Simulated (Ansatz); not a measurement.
# WC: from a starting cell to a relaxed one

The start is a generated cell, WC built in the AFLOW prototype AB_oC8_65_j_g (as in VIr). The structure is fully relaxed (lattice and positions, P = 0) with PBEsol (plane waves to 420 eV, PAW, scalar-relativistic; Ansatz, a program for electronic structure). The first steps use a coarse 6×6×9 k-mesh.

Input geometry:
```
WC
1.0
    2.83250    -3.20488     0.00000
    2.83250     3.20488     0.00000
    0.00000     0.00000     2.65271
W C
2 2
Direct
  0.78000   0.22000   0.50000
  0.22000   0.78000   0.50000
  0.28000   0.28000   0.00000
  0.72000   0.72000   0.00000
```

Task: Which atoms feel the largest initial force, and how large is it?

Result: About 1.8 eV/Å, on C3, C4 (atoms numbered as listed).

Task: What symmetry does the relaxed structure have?

Result: The space group goes from Cmmm (No. 65) to Pm-3m (No. 221); the end is CsCl type, with 2 atoms in the primitive cell.

Task: By how much does the energy per atom fall from start to end?

Result: 0.84 to 0.86 eV/atom (the two k-meshes of the run give this range).

Task: What band gap does the relaxed structure have at this level?

Result: Zero (metallic).

Task: Write out the relaxed structure.

Result: 
Space group Pm-3m (No. 221); a = 2.7028 Å, b = 2.7028 Å, c = 2.7028 Å, α = 90.00°, β = 90.00°, γ = 90.00°

```csv
atom,site,symmetry,x,y,z
W,1a,m-3m,0.0000,0.0000,0.0000
C,1b,m-3m,0.5000,0.5000,0.5000
```

Final values are on a 17×17×17 k-mesh of the relaxed cell. No spin polarisation in the result.

The run could not lose the symmetry of its start: the end is stationary, and may be a saddle point rather than a minimum.

The relaxed structure here is a generated cell of WC: the first start was made by placing the elements on the sites of a structure type, and the end was not matched to a known phase here, so it may be hypothetical. Known forms of WC include space group No. 187.
